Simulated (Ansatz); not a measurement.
GaN (NiAs type, P6_3/mmc) at seven volumes, DFT-HSE06 in the program Ansatz with PAW potentials, shape and atoms relaxed at each. One row is withheld.

```csv
V (Å³/atom),P (GPa)
8.677,27.48
8.963,16.78
9.250,?
9.536,-0.04
9.822,-6.60
10.108,-12.18
10.394,-16.91
```

Question: Fit the shown pressures and predict the withheld one.

Answer: P = (3/2)B₀(x^(7/2) − x^(5/2))[1 + (3/4)(B′ − 4)(x − 1)] with x = (V₀/V)^(2/3). Least squares on the six rows gives V₀ = 9.534 Å³/atom, B₀ = 237 GPa, B′ = 4.41. At V = 9.250, x = 1.0204 and P = 7.66 GPa. The run itself gave 7.69 GPa.

The cell is a constructed one: a structure type filled with these elements; the Crystallography Open Database copy checked does not list it. It is not the phase usual at ambient conditions (space group No. 186, 216). The cell was relaxed with HSE06 under the symmetry of its start; its stability against distortions is not shown here.

Potentials: the later of the program's two PAW sets.
